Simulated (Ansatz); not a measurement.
**Electric field gradients in LiHF₂**

```yaml
crystal:
  lattice:
    - [1.46698, 0.84696, 4.36669]
    - [-1.46698, 0.84696, 4.36669]
    - [0.00000, -1.69393, 4.36669]
  atoms:
    - { symbol: Li, position: [0.00000, 0.00000, 0.00000] }
    - { symbol: H, position: [0.50000, 0.50000, 0.50000] }
    - { symbol: F, position: [0.41330, 0.41330, 0.41330] }
    - { symbol: F, position: [0.58670, 0.58670, 0.58670] }
```

Atom numbers follow the list: Li1, H2, F3, F4.

The cell is the one relaxed in the Materials Project (mp-24199), not relaxed further here; entries there can be hypothetical.

Methods: DFT, r2SCAN, all-electron PAW with datasets made for the crystal, scalar-relativistic (Ansatz 0.2.0); DFT, r2SCAN, PAW with Ansatz's default frozen-core files, scalar-relativistic (Ansatz 0.2.0).

For the crystal-made all-electron datasets (AE datasets): a Γ-centred 9×9×9 k mesh, Fermi–Dirac smearing of 0.01 eV, cutoff 820 eV (chosen by the program for this cell), no spin polarisation. PAW takes a cutoff of 500 eV at this cell (files made with PBE, cores remade for this functional). The Ansatz runs share mesh, smearing and spin set-up.

At some sites the methods part by over 20 %, so those gradients aren't settled.

In a metal, gradients converge slowly with the k mesh: the values move by tens of per cent from one mesh to another, at times in sign, so only the comparison on one mesh counts.

Vzz is the principal value of largest size of the traceless field-gradient tensor, in 10²¹ V/m², and η = (Vxx − Vyy)/Vzz with |Vzz| ≥ |Vyy| ≥ |Vxx|.

| site | site symmetry | Vzz (η), AE datasets | Vzz (η), PAW |
| --- | --- | --- | --- |
| Li1 | -3m | 0 (under 0.004) | 0.00 (η = 0.00) |
| H2 | -3m | 0.70 (η = 0.00) | 0.85 (η = 0.00) |
| F3 | 3m | 10.40 (η = 0.00) | 10.45 (η = 0.00) |

The Cartesian tensor at F3 from AE datasets, in 10²¹ V/m²:

```
-5.20  0.00  0.00
 0.00 -5.20  0.00
 0.00  0.00 10.40
```
